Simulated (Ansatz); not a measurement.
Run record: elastic constants by finite strains of LaAs (Fm-3m)

Computed with PBEsol, all-electron LAPW in Ansatz 0.2.0, scalar-relativistic; not a measurement.

The cell comes from a PAW relaxation under the same functional.

Command:

```sh
ansatz run input.yaml --threads 1 --pin off --max-ram 2560MiB --backend cpu --events-out ev --progress --plain --runs-dir out
```

Input:

```yaml
crystal:
  lattice:
    - [0.0, 3.05565130405, 3.05565130405]
    - [3.05565130405, 0.0, 3.05565130405]
    - [3.05565130405, 3.05565130405, 0.0]
  atoms:
    - { symbol: La, position: [0.5, 0.5, 0.5] }
    - { symbol: As, position: [0.0, 0.0, 0.0] }
kpoints:
  mp_grid: { grid: [12, 12, 12] }
scf:
  occupations: { method: fermi_dirac, width: 0.05 }
hamiltonian:
  xc: pbesol
  pseudopotentials: { kind: all_electron, lapw: { basis_error: 0.001 } }
elastic:
  mode: relaxed_ion
  stencil: two_point
  amplitude: 0.005
```

Output:

```
Warning: RAYON_NUM_THREADS=1 ignored (pool sized by the plan → 1); use --threads N
LAPW: plane waves up to 6.993 Å⁻¹, error target 1.0e-3 eV per atom; small_component_spin mean_spin; As in spheres of 1.472 Å, 23 of its electrons in bands, Dirac shells []; La in spheres of 1.492 Å, 29 of its electrons in bands, ...
Engine: ansatz 0.2.0, aarch64-unknown-linux-gnu
Pseudopotentials: kind: all_electron
Pseudopotential: La, LAPW, valence charge 29, lapw/all_electron/scalar/gaussian/La, Koelling and Harmon's equation, gaussian nucleus
Pseudopotential: As, LAPW, valence charge 23, lapw/all_electron/scalar/gaussian/As, Koelling and Harmon's equation, gaussian nucleus
Functional definition: PBEsol
  exchange = pbesol_x
  correlation = pbesol_c
Crystal: 2 atoms, lattice volume = 57.061 Å³
Basis set: ecut = 186.29952919890476 eV, 331 PW (Γ), exchange–correlation at level 2
Bands: 32, of which v1, the nominal top of the filled ones, is band 26 counted from 1 (25 counted from 0)
Symmetry: 48 space group operations
Space group: Fm-3m (ITA 225), of the structure as read, at distance tolerance 3.8e-5 Å
k-points: 72 of 1728
Non-local potential: La, projectors of the file, none
[... 131 lines left out ...]
        -0.000      0.000     -0.000     -0.000     -0.000     28.669
  reference stress σ⁰ (GPa):      0.014      0.014      0.014     -0.000     -0.000     -0.000
  no Pulay correction (none for the plane-wave cutoff is built on LAPW): the batch's stresses and constants are at fixed plane waves
  C* (energy form; C + prestress term) asymmetry max|C*_kj − C*_jk| = 7.105e-15 GPa — a small one proves nothing (zero by symmetry where the batch's group is 432, −43m or m−3m); a large one is finite-difference/SCF noise where ...
  moduli (Voigt/Reuss/Hill, GPa): K = 71.01/71.01/71.01   G = 46.35/37.85/42.10   E = 105.46   ν = 0.252
  mechanically stable: yes (min eigenvalue of sym C = 28.67 GPa)
  where every solve meets its electron count the energy-path curvature estimates C_jj along a normal strain and C_jj − ¼(σ⁰_aa + σ⁰_bb) along a shear (ab), closely only under elastic.basis: deformed
  strain η (Voigt 11):  stress-route row diagonal C_11 = 168.17 GPa, energy-path curvature d²(F+E_count)/dδ²/Ω₀ = 168.14 GPa
         δ    σ_11 (GPa)             F (eV)   n_scf  n_hpsi   n_pw
    -5.000e-3      -0.8516     -292503.3118746      12  231282    343   relax 0 steps, max|allowed force component| 1.54e-31 eV/Å
     5.000e-3       0.8301     -292503.3118532      12  231350    343   relax 0 steps, max|allowed force component| 1.97e-31 eV/Å
  strain η (Voigt 23):  stress-route row diagonal C_44 = 28.67 GPa, energy-path curvature d²(F+E_count)/dδ²/Ω₀ = 28.66 GPa
         δ    σ_23 (GPa)             F (eV)   n_scf  n_hpsi   n_pw
    -5.000e-3      -0.1433     -292503.3124848      10  350429    343   relax 0 steps, max|allowed force component| 4.19e-31 eV/Å
     5.000e-3       0.1433     -292503.3124848      10  350658    343   relax 0 steps, max|allowed force component| 1.16e-29 eV/Å
```

Self-consistency was reached.

Elastic moduli:

Elastic constants of a crystal by Kohn-Sham DFT: slopes of the stress over finite engineering strains of the given cell, Voigt indices, Cartesian axes as in the input; Hill averages of a grain aggregate, Debye temperature from the mean sound speed over directions.

```json
{
  "Bulk modulus": "71.01 GPa",
  "Shear modulus": "42.1 GPa",
  "Young modulus": "105.5 GPa",
  "Poisson ratio": "0.2525",
  "Bulk over shear modulus": "1.687",
  "Elastic anisotropy index": "1.122",
  "Least young modulus": "75.81 GPa",
  "Largest young modulus": "162.9 GPa",
  "Longitudinal sound speed": "4520 m/s",
  "Transverse sound speed": "2601 m/s",
  "Elastic debye temperature": "275.3 K",
  "Linear compressibility (x, y, z)": "4.694, 4.694, 4.694 1/TPa",
  "Zener ratio": "0.3934",
  "Cauchy pressure": "-6.24 GPa"
}
```

**Strained cells**

Stress of each strained cell less that at rest, tension positive.

```csv
strain component,strain,stress xx (GPa),stress yy (GPa),stress zz (GPa),stress yz (GPa),stress xz (GPa),stress xy (GPa),relaxation steps
xx,-0.005,-0.866,-0.1129,-0.1129,0,0,0,0
xx,0.005,0.8157,0.1114,0.1114,0,0,0,0
yz,-0.005,0.0005,0,0,-0.1434,0,0,0
yz,0.005,0.0005,0,0,0.1434,0,0,0
```

**Elastic constants**

```json
{"Pressure at rest": "-0.014 GPa", "Least elastic eigenvalue": "28.67 GPa", "Elastically stable": "yes"}
```

```tsv
index	elastic (GPa)
11	168.2
12	22.43
44	28.67
```

Limits of these numbers: responses of metals move with mesh and smearing.

It took 4.2 min on 1 thread of Arm Neoverse V1 (shared host), peak memory 0.89 GiB.
